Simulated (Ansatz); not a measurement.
Ag$_{3}$Sb:
Space group Pmm2 (No. 25); a = 3.178 Å, b = 4.634 Å, c = 4.948 Å, α = β = γ = 90.00°

```csv
atom,site,symmetry,x,y,z
Sb,1a,mm2,0.0000,0.0000,0.9907
Ag,1c,mm2,0.5000,0.0000,0.4945
Ag,1b,mm2,0.0000,0.5000,0.6395
Ag,1d,mm2,0.5000,0.5000,0.1586
```

Relaxed with LDA.

Q: Which orbitals make up the states near the Fermi level in DFT-LDA in the program Ansatz with PAW potentials?

A: Within 0.5 eV of the Fermi level: Sb 5p 39 %, Ag 5s 27 %, Ag 4d 14 %, Sb 5s 6 %, outside the projected shells 14 %. Projections are on Löwdin-orthogonalised atomic valence shells; empty p or d shells of many metals are not among them.

Q: Tabulate the density of states.

A: States/eV per cell of 4 atoms, in 0.25 eV bins, energy from the Fermi level.

| E (eV) | total | Ag 4d | Sb 5p | Ag 5s |
|---|---|---|---|---|
| -7.85 | 0.00 | 0.00 | 0.00 | 0.00 |
| -7.60 | 0.06 | 0.01 | 0.02 | 0.03 |
| -7.35 | 0.38 | 0.07 | 0.13 | 0.16 |
| -7.10 | 1.15 | 0.31 | 0.40 | 0.40 |
| -6.85 | 2.31 | 0.92 | 0.70 | 0.62 |
| -6.60 | 4.58 | 2.63 | 1.07 | 0.79 |
| -6.35 | 6.88 | 5.15 | 1.04 | 0.63 |
| -6.10 | 8.45 | 7.34 | 0.55 | 0.49 |
| -5.85 | 8.92 | 8.10 | 0.42 | 0.32 |
| -5.60 | 11.50 | 10.61 | 0.52 | 0.24 |
| -5.35 | 10.94 | 10.14 | 0.44 | 0.26 |
| -5.10 | 9.50 | 8.77 | 0.42 | 0.22 |
| -4.85 | 9.42 | 8.77 | 0.35 | 0.20 |
| -4.60 | 10.12 | 9.54 | 0.24 | 0.22 |
| -4.35 | 12.46 | 11.89 | 0.21 | 0.21 |
| -4.10 | 10.11 | 9.58 | 0.18 | 0.18 |
| -3.85 | 9.86 | 9.37 | 0.19 | 0.13 |
| -3.60 | 5.77 | 5.44 | 0.13 | 0.10 |
| -3.35 | 2.21 | 1.72 | 0.23 | 0.17 |
| -3.10 | 2.62 | 1.63 | 0.54 | 0.30 |
| -2.85 | 2.31 | 1.18 | 0.58 | 0.33 |
| -2.60 | 1.56 | 0.68 | 0.47 | 0.24 |
| -2.35 | 1.23 | 0.49 | 0.44 | 0.18 |
| -2.10 | 1.34 | 0.50 | 0.51 | 0.21 |
| -1.85 | 1.38 | 0.44 | 0.56 | 0.24 |
| -1.60 | 1.31 | 0.37 | 0.55 | 0.24 |
| -1.35 | 1.20 | 0.30 | 0.49 | 0.25 |
| -1.10 | 1.37 | 0.29 | 0.55 | 0.32 |
| -0.85 | 1.44 | 0.26 | 0.54 | 0.38 |
| -0.60 | 1.44 | 0.23 | 0.52 | 0.37 |
| -0.35 | 1.22 | 0.19 | 0.48 | 0.31 |
| -0.10 | 1.13 | 0.16 | 0.43 | 0.31 |
| 0.15 | 1.07 | 0.14 | 0.42 | 0.29 |
| 0.40 | 1.02 | 0.13 | 0.42 | 0.27 |
| 0.65 | 1.08 | 0.13 | 0.47 | 0.28 |
| 0.90 | 1.33 | 0.14 | 0.54 | 0.39 |
| 1.15 | 1.43 | 0.13 | 0.56 | 0.42 |
| 1.40 | 0.94 | 0.08 | 0.32 | 0.32 |
| 1.65 | 0.93 | 0.07 | 0.24 | 0.39 |
| 1.90 | 1.26 | 0.09 | 0.33 | 0.53 |
| 2.15 | 1.48 | 0.09 | 0.38 | 0.62 |
| 2.40 | 1.64 | 0.09 | 0.41 | 0.69 |
| 2.65 | 1.56 | 0.08 | 0.41 | 0.61 |
| 2.90 | 1.56 | 0.08 | 0.42 | 0.60 |
| 3.15 | 1.99 | 0.09 | 0.50 | 0.75 |
| 3.40 | 1.91 | 0.08 | 0.48 | 0.69 |
| 3.65 | 1.67 | 0.06 | 0.43 | 0.55 |
| 3.90 | 1.77 | 0.06 | 0.37 | 0.51 |
| 4.15 | 1.86 | 0.05 | 0.28 | 0.48 |
| 4.40 | 1.51 | 0.04 | 0.21 | 0.42 |
| 4.65 | 1.41 | 0.03 | 0.17 | 0.40 |

The workflow started from an entry of the Crystallography Open Database (COD), which files this formula under 2 space groups. Its standing as an ambient phase is unchecked. Symmetry was held in the LDA relaxation; of distortions, only those at the zone centre were tested. No spin polarisation was allowed. Scalar-relativistic: spin–orbit coupling is off unless named, which matters more the heavier the elements.

Potentials: the later of the program's two PAW sets.
